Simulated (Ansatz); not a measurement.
# Calculated 33S NMR of the central transition for WS2

Cell: a COD entry, ions relaxed with PBE at fixed cell.

```cif
data_structure
_symmetry_space_group_name_H-M 'P 1'
_symmetry_Int_Tables_number 1
_cell_length_a 3.1532
_cell_length_b 3.1532
_cell_length_c 12.3230
_cell_angle_alpha 90.000
_cell_angle_beta 90.000
_cell_angle_gamma 120.000
_cell_volume 106.11
loop_
_atom_site_label
_atom_site_type_symbol
_atom_site_fract_x
_atom_site_fract_y
_atom_site_fract_z
_atom_site_occupancy
W1 W 0.33333 0.66667 0.25000 1
W2 W 0.66667 0.33333 0.75000 1
S3 S 0.33333 0.66667 0.62206 1
S4 S 0.66667 0.33333 0.12206 1
S5 S 0.33333 0.66667 0.87794 1
S6 S 0.66667 0.33333 0.37794 1
```

Atom numbers follow the list; atoms alike are taken as one site, whose name carries the number of the first.

Method: Kohn–Sham DFT in Ansatz, LDA, plane waves and PAW, scalar-relativistic, collinear spin, 420 eV cutoff, Γ-centred 16×16×4 k-points, Fermi–Dirac smearing 0.02 eV. Start moments as typed (μB): 2 on each W, none on the rest.

33S has I = 3/2 and Q = -69.40 mb (Pyykkö 2018); at 9.4 T its Larmor frequency is ν₀ = 30.8 MHz. Only the quadrupole interaction is simulated: positions count from each site's isotropic chemical shift, and shift anisotropy, dipolar and J coupling are left out.

Q: Simulate the second-order pattern (static powder, Gaussian broadening 5 kHz) of site S (3 W at 2.41 Å; also 7 S at 3.15 Å).

A: The calculation gives C_Q = 7.28 MHz and η = 0.00, so ν_Q = 3.64 MHz and the centre of gravity lies at -1400 ppm (-43.1 kHz).

offset (kHz), height and a bar:
```
   -158.2          0 
   -151.7          0 
   -145.2         66 ####################
   -138.7        100 ##############################
   -132.2         60 ##################
   -125.7         48 ##############
   -119.2         41 ############
   -112.7         36 ###########
   -106.2         34 ##########
    -99.7         32 #########
    -93.2         30 #########
    -86.7         28 ########
    -80.2         28 ########
    -73.7         26 ########
    -67.2         26 ########
    -60.7         25 ########
    -54.2         25 #######
    -47.7         24 #######
    -41.1         24 #######
    -34.6         24 #######
    -28.1         23 #######
    -21.6         24 #######
    -15.1         23 #######
     -8.6         24 #######
     -2.1         23 #######
      4.4         18 #####
     10.9         19 ######
     17.4         19 ######
     23.9         20 ######
     30.4         21 ######
     36.9         22 #######
     43.4         23 #######
     49.9         26 ########
     56.4         29 #########
     62.9         33 ##########
     69.4         42 #############
     75.9         71 #####################
     82.4         47 ##############
     88.9          0 
     95.4          0
```

An axis of threefold or higher order runs through S, so V_zz lies along it and η is zero.

At this cell the principal stresses reach 5 GPa in size with LDA, which can matter for small gradients. The largest force is 0.5 eV/Å, so the atoms aren't at the calculated equilibrium and relaxing them would move these values. Without spin–orbit coupling the gradients at and beside W can be off by some per cent, at some sites by more. The start moments die out, and the run ends without spin.

Hardware: 1 thread of Intel Xeon Platinum 8488C (Sapphire Rapids) (x86_64; 16 cores open to the job, memory cap 3.0 GiB, no GPU), a shared host with a load of 0.7 a core. Wall time 51 s, CPU time 48 s, peak memory 0.74 GiB.
